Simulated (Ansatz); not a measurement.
## PtSe in the rocksalt structure

Method: PBEsol, scalar-relativistic; collinear spin; PAW, 420 eV, 10×10×10 k-mesh, Gaussian smearing of 0.05 eV; code Ansatz. The datasets are Ansatz's generated set soft_2.

```
CELL_PARAMETERS angstrom
0.00000 2.60589 2.60589
2.60589 0.00000 2.60589
2.60589 2.60589 0.00000
ATOMIC_POSITIONS crystal
Pt 0.50000 0.50000 0.50000
Se 0.00000 0.00000 0.00000
```

The structure was built from a prototype; whether the compound forms in it isn't claimed.

Magnetic state: non-magnetic, site spin moments none.

The cell is relaxed to zero pressure at this level.

The cell has space group Fm-3m (read at 0.01 Å). In it the stress is -0.06, -0.06, -0.06, 0.00, 0.00, 0.00 GPa and the largest force component 0.000 eV/Å. Each change below starts from this cell, without further relaxation. Stress is in GPa, positive in compression, in the order xx, yy, zz, yz, xz, xy; energies are counted from the cell above and are free energies with the smearing's entropy, which match forces and stress in a metal.

Problem. What happens when atom 2 (Se) is moved by 0.05 Å along z?

Solution. The energy changes by 7.0 meV per cell, and the force on it along the shift is -0.281 eV/Å (−F/u = 5.61 eV/Å²). Stress: -0.06, -0.06, 0.42, 0.00, 0.00, 0.00.
| atom | Fx (eV/Å) | Fy | Fz |
| --- | --- | --- | --- |
| Pt1 | 0.000 | 0.000 | 0.281 |
| Se2 | 0.000 | 0.000 | -0.281 |
In a harmonic crystal the energy would rise by −½F·u = ½ × 5.61 × 0.05² eV = 7.0 meV, which matches.

Problem. What stress follows from an engineering strain of -2 % in zz, atoms carried along?

Solution. 1.75, 1.75, 6.45, 0.00, 0.00, 0.00 GPa; the energy changes by 13.6 meV per cell.
The change of the stress over the strain gives a clamped-atom stiffness of about 326 GPa for this component, a secant value that lies under the elastic constant in tension and over it in compression, by several per cent for each per cent of strain.
In a harmonic crystal the energy would rise by V(½Cε² − σ₀ε), with σ₀ the stress of the unstrained cell, = 14.1 meV, close to the run's value; the rest has the sign of the anharmonic part, which a secant stiffness overstates.

These numbers lack spin–orbit coupling. The starting moments died out; a magnetic state reached from other starts isn't excluded.
